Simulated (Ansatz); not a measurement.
Bi₂Te₃ in space group R-3m (No. 166; Bi on 6c, Te on 3a, Te on 6c), DFT-LDA in the program Ansatz with PAW potentials. The conduction-band minimum lies at Γ, with 1 equivalent valley. Second derivatives d²E/dk² of the lowest band at one valley (eV·Å²), along Cartesian directions:

```tsv
direction	d²E/dk²
[100]	115.5
[010]	115.5
[001]	103.5
[110]	115.5
[101]	109.3
[011]	109.1
```

Q: Find the principal effective masses, the density-of-states mass and the conductivity mass.

A: Off-diagonal terms follow from H_xy = H[110] − (H_xx + H_yy)/2, and m*/mₑ = 7.620 eV·Å² over each eigenvalue: 0.066, 0.066, 0.074. One valley's DOS mass (m₁m₂m₃)^(1/3) = 0.068, conductivity mass 3/(Σ 1/mᵢ) = 0.068 mₑ.

Q: What effective density of states Nc follows at 300 K for parabolic valleys?

A: Nc = 2.509e19 × 1 × (0.068)^(3/2) ≈ 4.4e17 cm⁻³.

The cell was relaxed with LDA under the symmetry of its start; of distortions, only those at the zone centre were tested. A crystal of weakly bound layers computed without a dispersion correction: the cell and the soft elastic constants depend strongly on that. Spin–orbit coupling is left out wherever it is not named.

Potentials: the later of the program's two PAW sets.

Edges and masses are those of Kohn–Sham bands, whose gap is no quasiparticle gap.
